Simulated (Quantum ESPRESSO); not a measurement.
Simulation results for Mg$_{2}$Ta$_{2}$MoPd$_{3}$ (simulated cell)

All values are calculated (Quantum ESPRESSO 7.5). Calculation on a made-up metal alloy cell, not a measurement: no spin or spin-orbit, unrelaxed, 2900 K smearing, stress positive in tension, cell energy less fitted offsets; periodic Kohn-Sham density functional theory in plane waves with PseudoDojo standard norm-conserving scalar-relativistic pseudopotentials, each functional with its own files (v0.5 for PBE, v0.4.1 for LDA and PBEsol), eight atoms on drawn sites of a strained close-packed or body-centred lattice, each displaced and held fixed; the energy is the cell's free energy, ions and the entropy term -TS included, at the stated Fermi-Dirac width, less a fixed offset for each atom's element (shifted free energy); compositions with an open d shell lost a parallel starting moment in a cheaper test run, and other magnetic orders were not tried; an error bar is the largest change of its kind in a tighter rerun, never given below 0.002 eV, 0.02 GPa or 0.003 eV/angstrom, and covers cutoff and k-mesh only, not smearing or the files.

Common to all runs: lattice type face-centred cubic; functional pbe; cutoff 1143 eV; fermi dirac smearing 0.25 eV; electrons removed 0; run command mpirun -np 4 pw.x -nk 4 -in in; run processor AMD EPYC, Zen 5, virtual cores; k mesh 8 x 4 x 3 shifted half a step off Gamma on each axis.

Notes on all entries: heavy elements are run without spin-orbit coupling, which real alloys of them have; a spin test at this wide smearing found no moment, but such smearing suppresses magnetism that the real alloy may have; lattice, volume and sites are drawn at random and may be unstable or far from any real phase; energies are for the whole cell, less offsets fitted to these runs, so they are not formation energies.

(1) Mg$_{2}$Ta$_{2}$MoPd$_{3}$ (simulated cell)

```cif
# cell vector a (Å): 0.0202 2.1284 2.0871
# cell vector b (Å): 0.0574 4.2151 -4.1323
# cell vector c (Å): -8.2294 -2.2054 2.0832
data_Mg2Ta2MoPd3
_symmetry_space_group_name_H-M 'P 1'
_symmetry_Int_Tables_number 1
_cell_length_a 2.9810
_cell_length_b 5.9031
_cell_length_c 8.7708
_cell_angle_alpha 110.790
_cell_angle_beta 91.123
_cell_angle_gamma 88.867
_cell_volume 144.25
loop_
_atom_site_label
_atom_site_type_symbol
_atom_site_fract_x
_atom_site_fract_y
_atom_site_fract_z
_atom_site_occupancy
Mg1 Mg 0.00840 0.99871 0.99920 1
Ta1 Ta 0.99793 0.25085 0.48891 1
Mo1 Mo 0.01970 0.49519 0.00136 1
Pd1 Pd 0.99271 0.75649 0.49676 1
Pd2 Pd 0.48626 0.11650 0.75420 1
Pd3 Pd 0.51701 0.38689 0.25033 1
Ta2 Ta 0.49960 0.62969 0.74709 1
Mg2 Mg 0.50008 0.86878 0.25150 1
```

It finds entropy term negative ts -1.447 eV; pressure -8.73 GPa; stress xx 7.82 GPa; stress yy 9.48 GPa; stress zz 8.89 GPa; stress yz 1.34 GPa; stress xz -3.48 GPa; stress xy 4.49 GPa; shifted free energy 0.578 eV.

Atoms:
```tsv
atoms element	atom site	atom energy offset (eV)
Mg	1	-1616.19
Ta	2	-1771.44
Mo	3	-1911.95
Pd	4	-3687.45
Pd	5	-3687.45
Pd	6	-3687.45
Ta	7	-1771.44
Mg	8	-1616.19
```

Forces:
```tsv
site	x (eV/Å)	y (eV/Å)	z (eV/Å)
1	-0.51	0.405	-0.564
2	-1.593	0.439	-0.323
3	1.479	0.065	-0.324
4	-0.367	0.044	0.052
5	-0.01	0.293	-0.161
6	0.112	-0.408	0.279
7	0.804	-0.42	0.508
8	0.084	-0.419	0.533
```

Notes: error bars: energy 0.0037 eV, stress 0.077 GPa, force 0.016 eV/Å, from a tighter rerun of a related cell, whose elements or sites may differ; 20 SCF iterations, 168 s of wall time on a shared machine.

(2) Mg$_{2}$Ta$_{2}$MoPd$_{3}$ (simulated cell)

```cif
# cell vector a (Å): 0.0202 2.1284 2.0871
# cell vector b (Å): 0.0574 4.2151 -4.1323
# cell vector c (Å): -8.2294 -2.2054 2.0832
data_Mg2Ta2MoPd3
_symmetry_space_group_name_H-M 'P 1'
_symmetry_Int_Tables_number 1
_cell_length_a 2.9810
_cell_length_b 5.9031
_cell_length_c 8.7708
_cell_angle_alpha 110.790
_cell_angle_beta 91.123
_cell_angle_gamma 88.867
_cell_volume 144.25
loop_
_atom_site_label
_atom_site_type_symbol
_atom_site_fract_x
_atom_site_fract_y
_atom_site_fract_z
_atom_site_occupancy
Pd1 Pd 0.00840 0.99871 0.99920 1
Ta1 Ta 0.99793 0.25085 0.48891 1
Ta2 Ta 0.01970 0.49519 0.00136 1
Mg1 Mg 0.99271 0.75649 0.49676 1
Pd2 Pd 0.48626 0.11650 0.75420 1
Mo1 Mo 0.51701 0.38689 0.25033 1
Mg2 Mg 0.49960 0.62969 0.74709 1
Pd3 Pd 0.50008 0.86878 0.25150 1
```

The calculation gives: entropy term negative ts -1.485 eV; pressure -8.58 GPa; stress xx 9.46 GPa; stress yy 7.95 GPa; stress zz 8.33 GPa; stress yz 1.6 GPa; stress xz -1.24 GPa; stress xy 1.28 GPa; shifted free energy 0.457 eV.

Atoms:
```tsv
atoms element	atom site	atom energy offset (eV)
Pd	1	-3687.45
Ta	2	-1771.44
Ta	3	-1771.44
Mg	4	-1616.19
Pd	5	-3687.45
Mo	6	-1911.95
Mg	7	-1616.19
Pd	8	-3687.45
```

Forces:
```tsv
site	x (eV/Å)	y (eV/Å)	z (eV/Å)
1	-0.503	-0.06	-0.008
2	0.724	-0.143	0.046
3	-0.91	-0.541	0.575
4	0.117	0.399	-0.29
5	0.331	0.758	-0.621
6	0.897	-0.986	0.804
7	-0.681	0.305	-0.261
8	0.024	0.268	-0.245
```

Notes: error bars: energy 0.0037 eV, stress 0.077 GPa, force 0.016 eV/Å, from a tighter rerun of a related cell, whose elements or sites may differ; 18 SCF iterations, 153 s of wall time on a shared machine.

(3) Mg$_{2}$Ta$_{2}$MoPd$_{3}$ (simulated cell)

```cif
# cell vector a (Å): 0.0202 2.1284 2.0871
# cell vector b (Å): 0.0574 4.2151 -4.1323
# cell vector c (Å): -8.2294 -2.2054 2.0832
data_Mg2Ta2MoPd3
_symmetry_space_group_name_H-M 'P 1'
_symmetry_Int_Tables_number 1
_cell_length_a 2.9810
_cell_length_b 5.9031
_cell_length_c 8.7708
_cell_angle_alpha 110.790
_cell_angle_beta 91.123
_cell_angle_gamma 88.867
_cell_volume 144.25
loop_
_atom_site_label
_atom_site_type_symbol
_atom_site_fract_x
_atom_site_fract_y
_atom_site_fract_z
_atom_site_occupancy
Pd1 Pd 0.00840 0.99871 0.99920 1
Pd2 Pd 0.99793 0.25085 0.48891 1
Ta1 Ta 0.01970 0.49519 0.00136 1
Mg1 Mg 0.99271 0.75649 0.49676 1
Mo1 Mo 0.48626 0.11650 0.75420 1
Pd3 Pd 0.51701 0.38689 0.25033 1
Ta2 Ta 0.49960 0.62969 0.74709 1
Mg2 Mg 0.50008 0.86878 0.25150 1
```

Results for Mg$_{2}$Ta$_{2}$MoPd$_{3}$ (simulated cell): entropy term negative ts -1.441 eV; pressure -8.52 GPa; stress xx 5.67 GPa; stress yy 9.83 GPa; stress zz 10.06 GPa; stress yz -1.22 GPa; stress xz 0.97 GPa; stress xy 0.79 GPa; shifted free energy 0.081 eV.

Atoms:
```tsv
atoms element	atom site	atom energy offset (eV)
Pd	1	-3687.45
Pd	2	-3687.45
Ta	3	-1771.44
Mg	4	-1616.19
Mo	5	-1911.95
Pd	6	-3687.45
Ta	7	-1771.44
Mg	8	-1616.19
```

Forces:
```tsv
site	x (eV/Å)	y (eV/Å)	z (eV/Å)
1	0.129	-0.185	0.08
2	-0.803	-0.144	0.207
3	0.829	-0.887	0.838
4	0.309	-0.269	0.328
5	-0.187	0.664	-0.692
6	0.288	0.297	-0.421
7	-0.617	-0.519	0.662
8	0.052	1.041	-1.001
```

Notes: error bars: energy 0.0037 eV, stress 0.077 GPa, force 0.016 eV/Å, from a tighter rerun of a related cell, whose elements or sites may differ; 19 SCF iterations, 161 s of wall time on a shared machine.

(4) Mg$_{2}$Ta$_{2}$MoPd$_{3}$ (simulated cell)

```cif
# cell vector a (Å): 0.0202 2.1284 2.0871
# cell vector b (Å): 0.0574 4.2151 -4.1323
# cell vector c (Å): -8.2294 -2.2054 2.0832
data_Mg2Ta2MoPd3
_symmetry_space_group_name_H-M 'P 1'
_symmetry_Int_Tables_number 1
_cell_length_a 2.9810
_cell_length_b 5.9031
_cell_length_c 8.7708
_cell_angle_alpha 110.790
_cell_angle_beta 91.123
_cell_angle_gamma 88.867
_cell_volume 144.25
loop_
_atom_site_label
_atom_site_type_symbol
_atom_site_fract_x
_atom_site_fract_y
_atom_site_fract_z
_atom_site_occupancy
Mo1 Mo 0.00840 0.99871 0.99920 1
Pd1 Pd 0.99793 0.25085 0.48891 1
Mg1 Mg 0.01970 0.49519 0.00136 1
Pd2 Pd 0.99271 0.75649 0.49676 1
Pd3 Pd 0.48626 0.11650 0.75420 1
Ta1 Ta 0.51701 0.38689 0.25033 1
Ta2 Ta 0.49960 0.62969 0.74709 1
Mg2 Mg 0.50008 0.86878 0.25150 1
```

Results for Mg$_{2}$Ta$_{2}$MoPd$_{3}$ (simulated cell): entropy term negative ts -1.418 eV; pressure -8.48 GPa; stress xx 9.14 GPa; stress yy 8.45 GPa; stress zz 7.86 GPa; stress yz 2.13 GPa; stress xz 3.36 GPa; stress xy -1.84 GPa; shifted free energy 0.505 eV.

Atoms:
```tsv
atoms element	atom site	atom energy offset (eV)
Mo	1	-1911.95
Pd	2	-3687.45
Mg	3	-1616.19
Pd	4	-3687.45
Pd	5	-3687.45
Ta	6	-1771.44
Ta	7	-1771.44
Mg	8	-1616.19
```

Forces:
```tsv
site	x (eV/Å)	y (eV/Å)	z (eV/Å)
1	0.5	0.277	-0.401
2	-0.375	0.275	-0.221
3	1.004	-0.208	-0.029
4	0.009	-0.304	0.41
5	-0.191	0.276	-0.143
6	-1.039	-1.4	1.412
7	0.783	0.455	-0.466
8	-0.692	0.629	-0.561
```

Notes: error bars: energy 0.0037 eV, stress 0.077 GPa, force 0.016 eV/Å, from a tighter rerun of this cell; 18 SCF iterations, 155 s of wall time on a shared machine.

(5) Mg$_{2}$Ta$_{2}$MoPd$_{3}$ (simulated cell)

```cif
# cell vector a (Å): 0.0202 2.1284 2.0871
# cell vector b (Å): 0.0574 4.2151 -4.1323
# cell vector c (Å): -8.2294 -2.2054 2.0832
data_Mg2Ta2MoPd3
_symmetry_space_group_name_H-M 'P 1'
_symmetry_Int_Tables_number 1
_cell_length_a 2.9810
_cell_length_b 5.9031
_cell_length_c 8.7708
_cell_angle_alpha 110.790
_cell_angle_beta 91.123
_cell_angle_gamma 88.867
_cell_volume 144.25
loop_
_atom_site_label
_atom_site_type_symbol
_atom_site_fract_x
_atom_site_fract_y
_atom_site_fract_z
_atom_site_occupancy
Mg1 Mg 0.00840 0.99871 0.99920 1
Pd1 Pd 0.99793 0.25085 0.48891 1
Mg2 Mg 0.01970 0.49519 0.00136 1
Pd2 Pd 0.99271 0.75649 0.49676 1
Pd3 Pd 0.48626 0.11650 0.75420 1
Ta1 Ta 0.51701 0.38689 0.25033 1
Ta2 Ta 0.49960 0.62969 0.74709 1
Mo1 Mo 0.50008 0.86878 0.25150 1
```

Atoms:
```tsv
atoms element	atom site	atom energy offset (eV)
Mg	1	-1616.19
Pd	2	-3687.45
Mg	3	-1616.19
Pd	4	-3687.45
Pd	5	-3687.45
Ta	6	-1771.44
Ta	7	-1771.44
Mo	8	-1911.95
```

Notes: error bars: energy 0.0037 eV, stress 0.077 GPa, force 0.016 eV/Å, from a tighter rerun of a related cell, whose elements or sites may differ; 19 SCF iterations, 160 s of wall time on a shared machine.

Questions
1. What stress xx does the calculation give for Mg$_{2}$Ta$_{2}$MoPd$_{3}$ (simulated cell) (entry 5)?
2. Estimate the stress yz of Mg$_{2}$Ta$_{2}$MoPd$_{3}$ (simulated cell) (entry 5).
3. Mg$_{2}$Ta$_{2}$MoPd$_{3}$ (simulated cell) (entry 5): stress yy?

## Answers
1. 5.3 GPa
2. -0.26 GPa
3. 11.03 GPa

Further results for Mg$_{2}$Ta$_{2}$MoPd$_{3}$ (simulated cell) (entry 5):

| Property | Result |
| --- | --- |
| entropy term negative ts | -1.438 eV |
| pressure | -8.78 GPa |
| stress zz | 10 GPa |
| stress xz | -0.23 GPa |
| stress xy | 1.58 GPa |
| shifted free energy | 1.15 eV |

Forces:
```tsv
site	x (eV/Å)	y (eV/Å)	z (eV/Å)
1	-0.003	0.022	-0.153
2	-0.251	0.161	-0.088
3	0.71	-0.052	-0.218
4	-0.042	-0.137	0.293
5	-0.096	0.174	-0.054
6	-1.949	-0.256	0.143
7	1.893	-0.117	0.199
8	-0.262	0.204	-0.122
```
